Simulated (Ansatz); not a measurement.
Input file for Ansatz (a first-principles code):

Ansatz 0.2 input:
```yaml
crystal:
  lattice:
    - [3.8211787105, 0.0, 0.0]
    - [-1.9105893552, 3.3092378357, 0.0]
    - [0.0, 0.0, 8.6324558901]
  atoms:
    - { symbol: Al, position: [0.5, 0.0, 0.5] }
    - { symbol: Al, position: [0.0, 0.5, 0.1666666667] }
    - { symbol: Al, position: [0.5, 0.5, 0.8333333333] }
    - { symbol: P, position: [0.5, 0.0, 0.0] }
    - { symbol: P, position: [0.0, 0.5, 0.6666666667] }
    - { symbol: P, position: [0.5, 0.5, 0.3333333333] }
kpoints:
  mp_grid: { grid: [8, 8, 4] }
hamiltonian:
  xc: pbesol
  pseudopotentials: { kind: paw }
scf:
  occupations: { method: fixed }
dielectric: { raman: true }
```

Output (shortened):

```
Pseudopotential: Al, paw, valence charge 3
Pseudopotential: P, paw, valence charge 5
Functional definition: PBEsol
Crystal: 6 atoms, lattice volume = 109.159 Å³
Basis set: ecut = 420 eV, 2129 PW (Γ), exchange–correlation on 54×54×120 points (8 copies of the dense FFT grid, shifted against one another)
Bands: 18, of which v1, the nominal top of the filled ones, is band 12 counted from 1 (11 counted from 0)
Symmetry: 12 space group operations
k-points: 132 of 256 (irreducible under 1 space group operation, time reversal used)
SCF iter   1: F=—  HF=-3796.188165 eV  |F-HF|=—  |Δ(HF+E_count)|=         —  Δρ=3.35e-3  dr2=1.98e-2  ethr=1.77e-3  ⟨swp⟩=6.1  Hψ=13076  notcnv=0  defer=466
preconditioner: auto → Resta (q_TF=auto, 2.120 Å⁻¹)
SCF iter   2: F=—  HF=-3796.183857 eV  |F-HF|=—  |Δ(HF+E_count)|=   4.31e-3  Δρ=1.49e-3  dr2=3.40e-3  ethr=8.25e-5  ⟨swp⟩=2.6  Hψ=4646  notcnv=0  defer=524
SCF iter   3: F=—  HF=-3796.183249 eV  |F-HF|=—  |Δ(HF+E_count)|=   6.08e-4  Δρ=3.08e-4  dr2=7.58e-5  ethr=1.42e-5  ⟨swp⟩=2.5  Hψ=3886  notcnv=0  defer=527
SCF iter   4: F=—  HF=-3796.183264 eV  |F-HF|=—  |Δ(HF+E_count)|=   1.50e-5  Δρ=3.66e-5  dr2=2.03e-6  ethr=3.16e-7  ⟨swp⟩=2.3  Hψ=3580  notcnv=0  defer=521
SCF iter   5: F=—  HF=-3796.183263 eV  |F-HF|=—  |Δ(HF+E_count)|=   1.67e-6  Δρ=8.21e-6  dr2=6.87e-8  ethr=8.44e-9  ⟨swp⟩=2.3  Hψ=3645  notcnv=0  defer=520
SCF iter   6: F=—  HF=-3796.183263 eV  |F-HF|=—  |Δ(HF+E_count)|=   1.56e-8  Δρ=9.31e-7  dr2=1.08e-9  ethr=2.86e-10  ⟨swp⟩=2.3  Hψ=3612  notcnv=0  defer=520
SCF iter   7: F=-3796.183263 eV  HF=-3796.183263 eV  |F-HF|=4.55e-13  |Δ(HF+E_count)|=  9.60e-11  Δρ=9.15e-8  dr2=1.24e-11  ethr=1.00e-12  ⟨swp⟩=11.6  Hψ=15381  notcnv=0
SCF 1 converged in 7 iterations: F = -3796.183263 eV  dr2 = 1.24e-11
NSCF: frozen V_eff on 2 k-points
DFPT response loops at Γ: preconditioner auto → Resta (q_TF=auto, 2.120 Å⁻¹)  ε∞=8.5 (no band partly filled) …
── the response to a field inside a basis, on 14×14×6 k-points: an SCF that follows is theirs, and a resumed run solves both again ──
Crystal: 6 atoms, lattice volume = 109.159 Å³
Bands: 13, of which v1, the nominal top of the filled ones, is band 12 counted from 1 (11 counted from 0)
k-points: 168
SCF iter   1: F=—  HF=-3796.178533 eV  |F-HF|=—  |Δ(HF+E_count)|=         —  Δρ=5.89e-5  dr2=9.50e-7  ethr=1.00e-1
preconditioner: auto → Resta (q_TF=auto, 2.120 Å⁻¹)
SCF iter   2: F=—  HF=-3796.178534 eV  |F-HF|=—  |Δ(HF+E_count)|=   7.20e-7  Δρ=3.21e-5  dr2=2.85e-7  ethr=3.96e-9
SCF iter   3: F=—  HF=-3796.178535 eV  |F-HF|=—  |Δ(HF+E_count)|=   3.18e-7  Δρ=2.06e-6  dr2=3.20e-9  ethr=1.19e-9
SCF iter   4: F=—  HF=-3796.178535 eV  |F-HF|=—  |Δ(HF+E_count)|=  6.27e-10  Δρ=4.76e-7  dr2=1.74e-10  ethr=1.33e-11
SCF iter   5: F=-3796.178535 eV  HF=-3796.178535 eV  |F-HF|=0.00e0  |Δ(HF+E_count)|=  3.09e-11  Δρ=4.48e-8  dr2=2.18e-12  ethr=1.00e-12
SCF 1 converged in 5 iterations: F = -3796.178535 eV  dr2 = 2.18e-12
DFPT response loops at Γ: preconditioner auto → Resta (q_TF=auto, 2.120 Å⁻¹)  ε∞=7.7 (no band partly filled) …
DFPT response loops at Γ: mixed as the last ones told, above
SCF converged after 7 iterations
Free energy (F): -3796.183263 eV
Harris-Foulkes:  -3796.183263 eV  (|F-HF|=4.55e-13)
Internal energy: -3796.183263 eV  (E = F + TS)
E sigma→0 (E₀):  -3796.183263 eV
Fermi energy:    6.775959 eV
--- Per-component energies (eV) ---
  E_band       = 41.319630
  E_kinetic    = 281.232301
  E_local      = -179.288944  (includes V_loc(G=0)·N_el)
  E_nonlocal   = 133.996427
  E_hartree    = 55.124920
  E_xc         = -302.190029
  E_vxc        = -270.863531  (∫ρ·V_xc dr)
  E_paw        = -3026.852241  (= ΣΔE_a)
  E_vpaw       = -34.006456  (= ΣTr[D̂ρ^β])
  E_aug_tail   = 0.000002  (compensation charges beyond the density's cutoff)
  E_ewald      = -758.401403
  E_core_change = 0.195705  (= ΣΔE_core)
  E_smearing   =  0.000000  (= −TS)
  E_closure    =  0.000000  (closes the sum)
  Σ components = -3796.183263   (vs F -3796.183263, Δ=0.00e0)
  [band-id]    e_kinetic+e_local+e_nonlocal+2·e_hartree+e_vxc+e_vpaw+e_augmentation_tail = 41.319639   (vs E_band 41.319630, Δ=8.57e-6)
--- Band table (eV; the first three rows and the last of 132) ---
  k-point 0: bands = ["-5.8136", "-4.2287", "-4.2287", "1.8224", "1.8224", "4.4703", "5.6262", "5.6262", "6.4101", "6.4101", "6.7326", "6.7760", "8.8158", "8.8158", "8.9558", "11.1426", "11.1426", "11.2876"]
  k-point 1: bands = ["-5.7077", "-4.8881", "-3.5342", "0.6186", "3.2785", "4.5538", "5.1742", "6.0308", "6.1026", "6.3718", "6.4869", "6.6915", "8.6253", "9.1797", "9.3606", "10.6443", "10.9727", "11.7304"]
  k-point 2: bands = ["-5.3943", "-5.3943", "-3.1722", "0.0820", "4.7747", "4.7747", "4.7969", "4.7969", "6.2023", "6.3615", "6.5930", "6.5930", "8.5722", "9.5668", "9.5668", "10.4625", "11.1326", "11.2177"]
  k-point 131: bands = ["-3.8780", "-3.2162", "-3.1470", "0.1420", "0.5821", "2.3643", "2.5866", "3.5455", "4.3893", "4.8056", "4.9222", "5.3981", "8.2315", "8.7979", "8.9945", "9.6399", "10.3070", "10.9801"]
--- Dielectric response (ions clamped): 3 representative field directions + reference, inside a basis on a mesh of 1176 k-points (Σ response iterations 15) ---
  ε∞ (high-frequency dielectric tensor):
       12.630880     0.000000     0.000000
        0.000000    12.630880     0.000000
        0.000000     0.000000    14.053080
  Born effective charges Z* (e; rows j = field, columns β = displacement):
    site 0:
         2.26059    0.00000    0.00000
         0.00000    3.20160    0.00000
         0.00000    0.00000    2.64563
    site 1:
         2.96635    0.40747    0.00000
         0.40747    2.49585    0.00000
         0.00000    0.00000    2.64563
    site 2:
         2.96635   -0.40747    0.00000
        -0.40747    2.49585    0.00000
         0.00000    0.00000    2.64563
    site 3:
        -2.38823    0.00000    0.00000
         0.00000   -3.07396    0.00000
         0.00000    0.00000   -2.64563
    site 4:
        -2.90253   -0.29693    0.00000
        -0.29693   -2.55966    0.00000
         0.00000    0.00000   -2.64563
    site 5:
        -2.90253    0.29693    0.00000
         0.29693   -2.55966    0.00000
         0.00000    0.00000   -2.64563
  Z* charge neutrality: 6.184e-3 e pre-enforcement
  solved inside a basis spanned on kpoints, on 14×14×6 k-points transformed towards the longest dipole …
  Raman tensors (in the event stream and the table raman_tensors.tsv) …
```

Cost: very roughly 15 core-minutes on shared cores.

Space group P6_222. The start of the workflow was typed in or built on a structure type; neither database checked (COD, Materials Project) lists it. It is not the phase usual at ambient conditions (space group No. 216). Symmetry was held in the PBEsol relaxation; of distortions, only those at the zone centre were tested.

Potentials: the later of the program's two PAW sets.

Ansatz is a plane-wave DFT program.
